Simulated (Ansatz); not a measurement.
Input and command of a plane-wave DFT calculation in Ansatz:

```yaml
crystal:
  lattice:
    - [6.0159104194, 0.0, 0.0]
    - [-3.0079552097, 5.2099312501, 0.0]
    - [0.0, 0.0, 4.8286963203]
  atoms:
    - { symbol: Sc, position: [0.833, 0.666, 0.25] }
    - { symbol: Sc, position: [0.167, 0.833, 0.75] }
    - { symbol: Sc, position: [0.334, 0.167, 0.25] }
    - { symbol: Sc, position: [0.167, 0.334, 0.75] }
    - { symbol: Sc, position: [0.833, 0.167, 0.25] }
    - { symbol: Sc, position: [0.666, 0.833, 0.75] }
    - { symbol: Ta, position: [0.3333333333, 0.6666666667, 0.25] }
    - { symbol: Ta, position: [0.6666666667, 0.3333333333, 0.75] }
basis:
  ecutwfc: 420
kpoints:
  mp_grid: { grid: [3, 3, 4] }
hamiltonian:
  xc: pbe
scf:
  occupations: { method: gaussian, width: 0.1 }
  lower_state_search: "off"
output:
  forces: true
  stress: true
  eigenvalues: true
relax:
  adjacent_minimum: "off"
  f_tol: 0.04
  max_steps: 70
  cell: { stress_tol: 0.4 }
```

```bash
ansatz run input.yaml --threads 1 --pin off --max-ram 2560MiB --backend cpu --events-out ev --progress --plain --runs-dir out
```

Processor: Intel(R) Xeon(R) Platinum 8175M CPU @ 2.50GHz (Skylake/Cascade Lake), 1 thread, on a host shared with other jobs.

**Question.** How long does it run, and how much memory does it take?

**Answer.** About 28 s on 1 thread of Intel(R) Xeon(R) Platinum 8175M CPU @ 2.50GHz (Skylake/Cascade Lake), with other jobs on the host, peak memory 0.54 GiB. It solves 56 bands at 9 k points (the mesh reduced by the symmetry that the task leaves, which can be less than the crystal's) with about 3485 plane waves (on the last cell), in 30 SCF iterations over 5 ionic steps.
